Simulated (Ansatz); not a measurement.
An Ansatz input:

```yaml
crystal:
  lattice:
    - [7.6662416123, 0.0, 0.0]
    - [0.0, 7.6662416123, 0.0]
    - [0.0, 0.0, 7.6662416123]
  atoms:
    - { symbol: Sr, position: [0.0, 0.0, 0.0] }
    - { symbol: Sr, position: [0.5, 0.5, 0.5] }
    - { symbol: Sr, position: [0.25, 0.0, 0.5] }
    - { symbol: Sr, position: [0.75, 0.0, 0.5] }
    - { symbol: Sr, position: [0.5, 0.25, 0.0] }
    - { symbol: Sr, position: [0.5, 0.75, 0.0] }
    - { symbol: Sr, position: [0.0, 0.5, 0.25] }
    - { symbol: Sr, position: [0.0, 0.5, 0.75] }
hamiltonian:
  xc: pbesol
  pseudopotentials:
    kind: paw
    azcp:
      Sr: "pseudopotentials/Sr.paw.azcp"
basis:
  ecutwfc: 420
  fft_grid_basis: typed
kpoints:
  mp_grid: { grid: [4, 4, 4], shift: [0, 0, 0] }
magnetization:
  spin_polarized: false
scf:
  occupations: { method: fermi_dirac, width: 0.1 }
relax:
  max_steps: 60
  f_tol: 0.01
  cell: {}
```

Terminal output

```
Warning: the record states the generating functional pbe (its physics header spells it `PBE`), which answers neither for hamiltonian.xc's functional nor for the pbesol family's — results may be inconsistent (PPs are generated against a specific XC)
Engine: ansatz 0.2.0, aarch64-unknown-linux-gnu
Pseudopotentials: kind: paw
Pseudopotential: Sr, paw, valence charge 10, recommended cutoff 420 eV (normal) 
Functional definition: PBEsol
  exchange = pbesol_x
  correlation = pbesol_c
Crystal: 8 atoms, lattice volume = 450.555 Å³
Basis set: ecut = 420 eV, 8829 PW (Γ), exchange–correlation on 108×108×108 points (8 copies of the dense FFT grid, shifted against one another)
Bands: 48, of which v1, the nominal top of the filled ones, is band 40 counted from 1 (39 counted from 0)
Symmetry: 48 space group operations
Space group: Pm-3n (ITA 223), of the structure as read, at distance tolerance 7.7e-5 Å
k-points: 10 of 64
Non-local potential: Sr, projectors of the file, l = 0: 3, l = 1: 2, l = 2: 2
PAW form: soft (Blöchl's): semilocal exchange-correlation on the pseudo side does not see the compensation charge
PAW frozen core: Sr, regenerated for the run's functional, and the local potential with it (the file was generated under x = pbe(κ = 0.804, μ = 0.2195149727645171), c = pbe(β = 0.06672455060314922))
PAW one-centre angular grid: Sr, 110 points (default); XC on 64 Gauss nodes
Initial density: superposition of atomic densities (neutral atoms: chi_scale 0, normalization atom), corrected by the library's trained network
Initial wavefunctions: pseudopotential atomic-orbital guess
Functional: x = pbesol(κ = 0.804, μ = 0.12345679012345678), c = pbesol(β = 0.046)
SCF iter   1: F=—  HF=-27937.505787 eV  |F-HF|=—  |Δ(HF+E_count)|=         —  Δρ=1.32e-3  dr2=1.42e-2  ethr=1.77e-3  ⟨swp⟩=15.5  Hψ=6336  notcnv=0
automatic band count: the SCF goes on with 56 bands, as 48 were too few: the levels above may hold too much charge
SCF iter   2: F=—  HF=-27937.507056 eV  |F-HF|=—  |Δ(HF+E_count)|=   1.27e-3  Δρ=8.06e-4  dr2=6.69e-3  ethr=1.77e-5  ⟨swp⟩=2.1  Hψ=863  notcnv=0
SCF iter   3: F=—  HF=-27937.505832 eV  |F-HF|=—  |Δ(HF+E_count)|=   1.22e-3  Δρ=2.01e-4  dr2=1.12e-4  ethr=8.36e-6  ⟨swp⟩=2.5  Hψ=878  notcnv=0
SCF iter   4: F=—  HF=-27937.505847 eV  |F-HF|=—  |Δ(HF+E_count)|=   1.57e-5  Δρ=5.86e-5  dr2=1.90e-5  ethr=1.40e-7  ⟨swp⟩=2.9  Hψ=1055  notcnv=0
SCF iter   5: F=—  HF=-27937.506281 eV  |F-HF|=—  |Δ(HF+E_count)|=   4.33e-4  Δρ=1.41e-5  dr2=8.67e-7  ethr=2.38e-8  ⟨swp⟩=2.1  Hψ=677  notcnv=0
SCF iter   6: F=-27937.506281 eV  HF=-27937.506281 eV  |F-HF|=2.74e-8  |Δ(HF+E_count)|=   2.51e-7  Δρ=4.05e-6  dr2=8.81e-8  ethr=1.25e-10  ⟨swp⟩=5.5  Hψ=2093  notcnv=0
SCF 1 converged in 6 iterations: F = -27937.506281 eV  dr2 = 8.81e-8
relax step   1: F+E_penalty+E_count = -27937.50628083 eV  Δ(F+E_penalty+E_count) = +0.000e0 eV  max|allowed force component| = 1.250e-17 eV/Å  Δτ_max = 0.0000 Å  P = -0.732 GPa  Ω = 450.555 Å³  (6 SCF iters, dr2 threshold 1.00e-7 eV, accepted)
...
SCF iter   3: F=—  HF=-27937.576771 eV  |F-HF|=—  |Δ(HF+E_count)|=   2.09e-7  Δρ=2.17e-6  dr2=3.65e-8  ethr=4.63e-10  ⟨swp⟩=2.0  Hψ=955  notcnv=0
SCF iter   4: F=—  HF=-27937.576771 eV  |F-HF|=—  |Δ(HF+E_count)|=   8.76e-9  Δρ=8.27e-7  dr2=2.88e-9  ethr=4.56e-11  ⟨swp⟩=3.1  Hψ=1221  notcnv=0
SCF iter   5: F=—  HF=-27937.576771 eV  |F-HF|=—  |Δ(HF+E_count)|=  6.00e-10  Δρ=4.27e-7  dr2=4.61e-10  ethr=3.60e-12  ⟨swp⟩=2.0  Hψ=638  notcnv=0
SCF iter   6: F=-27937.576771 eV  HF=-27937.576771 eV  |F-HF|=1.09e-11  |Δ(HF+E_count)|=  7.64e-11  Δρ=4.92e-8  dr2=1.50e-11  ethr=1.00e-12  ⟨swp⟩=5.0  Hψ=1957  notcnv=0
SCF 4 converged in 6 iterations: F = -27937.576771 eV  dr2 = 1.50e-11
relax step   4: F+E_penalty+E_count = -27937.57677121 eV  Δ(F+E_penalty+E_count) = +3.706e-4 eV  max|allowed force component| = 1.576e-16 eV/Å  Δτ_max = 0.0000 Å  P = +0.041 GPa  Ω = 419.623 Å³  stress off target by 4.13e-2 GPa  SCF on the basis re-selected at this cell (its energy is not comparable with the rows above)  (6 SCF iters)
basis re-selected at this cell: Δ(F+E_penalty+E_count) = +3.706e-4 eV, ΔP = -0.001 GPa vs the last step (what re-selecting the basis moved, of the pressure what is left beyond the Pulay correction that the steps carried, after the strain that the cell walked since its last selection, with what the two solves' SCF thresholds leave and, on support functions, any second-order correction that the steps lacked; it is no measure of the basis error at this ecutwfc). This SCF's stress stands 4.13e-2 GPa from its target on what of the cell is left free (relax.cell.stress_tol is 5.00e-2 GPa) and its largest allowed force component is 1.58e-16 eV/Å (relax.f_tol is 1.00e-2 eV/Å): within both
SCF converged after 6 iterations
Free energy (F): -27937.576771 eV
Harris-Foulkes:  -27937.576771 eV  (|F-HF|=1.09e-11)
Internal energy: -27937.311552 eV  (E = F + TS)
E sigma→0 (E₀):  -27937.444162 eV
Entropy (-TS):   -0.265219 eV (-33.152 meV/atom)
Fermi energy:    5.307307 eV
--- Per-component energies (eV) ---
  E_band       = -1062.975363
  E_kinetic    = 1934.364262
  E_local      = -6091.579975  (includes V_loc(G=0)·N_el)
  E_nonlocal   = 1634.552385
  E_hartree    = 1531.755400
  E_xc         = -1356.718320
  E_vxc        = -1270.067363  (∫ρ·V_xc dr)
  E_paw        = -21156.635415  (= ΣΔE_a)
  E_vpaw       = -333.755348  (= ΣTr[D̂ρ^β])
  E_aug_tail   = -0.000011  (compensation charges beyond the density's cutoff)
  E_ewald      = -4434.124658
  E_core_change = 1.074779  (= ΣΔE_core)
  E_smearing   = -0.265219  (= −TS)
  E_closure    = 0.000000  (closes the sum)
  Σ components = -27937.576771   (vs F -27937.576771, Δ=0.00e0)
--- Forces (eV/Å), atoms counted from 1 ---
  atom   1  Sr    -0.00000000    -0.00000000     0.00000000
  atom   2  Sr     0.00000000     0.00000000     0.00000000
  atom   3  Sr    -0.00000000     0.00000000    -0.00000000
  atom   4  Sr     0.00000000    -0.00000000     0.00000000
  atom   5  Sr     0.00000000     0.00000000    -0.00000000
  atom   6  Sr    -0.00000000    -0.00000000     0.00000000
  atom   7  Sr     0.00000000     0.00000000     0.00000000
  atom   8  Sr    -0.00000000    -0.00000000    -0.00000000
  max |Σ_I F_I| component: 4.26e-17 eV/Å
--- Stress (GPa, compression-positive) ---
        0.041267      -0.000000      -0.000000
       -0.000000       0.041267       0.000000
       -0.000000       0.000000       0.041267
  P = ⅓ Tr σ = 0.0413 GPa (0.413 kbar)
--- Relaxed structure (3 steps of the walk, 3 accepted, 1 SCFs on fresh bases) ---
  F+E_penalty+E_count = -27937.57677121 eV   max|allowed force component| = 1.576e-16 eV/Å   (the final SCF, on the basis selected at the relaxed cell)
  cell:  # Å, volume = 419.6235 Å³
    - [7.486633754355226, 5.697542752145572e-34, -7.7037197775489426e-34]
    - [3.1296361596292583e-34, 7.486633754355226, 0.0]
    - [-2.5679065925163143e-34, 0.0, 7.486633754355226]
  atoms:
    - { symbol: Sr, position: [1.38172200014341e-34, -8.164720909938332e-35, -8.897452273650744e-36] }
    - { symbol: Sr, position: [0.5, 0.5, 0.5] }
    - { symbol: Sr, position: [0.25, 3.077471727592141e-34, 0.5] }
    - { symbol: Sr, position: [0.75, 1.5073330910655382e-34, 0.5] }
    - { symbol: Sr, position: [0.5, 0.25, -2.3552079547899034e-35] }
    - { symbol: Sr, position: [0.5, 0.75, 7.484327500776803e-35] }
    - { symbol: Sr, position: [-1.4654627274248287e-34, 0.5, 0.25] }
    - { symbol: Sr, position: [-1.1304998182991536e-34, 0.5, 0.75] }
```

Launched by

```sh
ansatz run input.yaml --threads 4 --pin off --max-ram 8192MiB --backend cpu --events-out ev --progress --plain --runs-dir out
```

On 4 threads of Arm Neoverse V2 (shared host) this took about 13 s of wall time and 50 s of CPU time, with 0.88 GiB at the peak.
